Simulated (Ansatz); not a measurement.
GaN:
```xyz
12
Lattice="3.1819 0.0000 0.0000 -1.5910 2.7556 0.0000 0.0000 0.0000 15.5641" Properties=species:S:1:pos:R:3 pbc="T T T"
Ga     0.0000     0.0000    15.5603
Ga     0.0000     0.0000     7.7783
Ga     1.5910     0.9185    12.9704
Ga     0.0000     1.8371     5.1884
Ga     1.5910     0.9185     2.5927
Ga     0.0000     1.8371    10.3747
N      0.0000     0.0000    13.6126
N      0.0000     0.0000     5.8305
N      1.5910     0.9185    11.0204
N      0.0000     1.8371     3.2384
N      1.5910     0.9185     0.6431
N      0.0000     1.8371     8.4251
```

Relaxed with HSE06. Special points in fractions of this cell's reciprocal vectors: Γ (0.000, 0.000, 0.000); M (0.500, 0.000, 0.000); K (0.333, 0.333, 0.000); A (0.000, 0.000, 0.500); L (0.500, 0.000, 0.500); H (0.333, 0.333, 0.500).

List the band energies nearest the valence-band maximum at these points for the program Ansatz at the HSE06 level (PAW).

In eV from the valence-band maximum; about four levels below and three above (degenerate sets whole), none deeper than 8.9 eV; points with the same levels are listed once.

```
k                        below                above
-  ---------------------------  -------------------
Γ  -0.28 -0.28 -0.01 0.00 0.00       3.06 4.66 4.84
M      -1.60 -1.58 -1.37 -1.06       4.92 5.28 5.99
K      -2.54 -1.95 -1.86 -1.86       6.91 6.91 7.05
A      -0.08 -0.08 -0.08 -0.08  3.70 3.70 5.54 5.54
L      -1.52 -1.52 -1.21 -1.21  4.98 4.98 6.43 6.43
H      -2.21 -2.21 -1.96 -1.96  7.02 7.02 7.40 7.40
```

Space group P6_3mc. A made-up cell: these elements were put on the sites of a structure type. Its sites differ from those of the usual phase in this space group: another stacking or structure type. The cell was relaxed with HSE06 under the symmetry of its start; its stability against distortions is not shown here. The hybrid was solved on a coarse mesh, the path and, where they were found, the r²SCAN edge points; its band edges are the extreme levels among these. Spin–orbit coupling is left out wherever it is not named.

Potentials: the later of the program's two PAW sets.
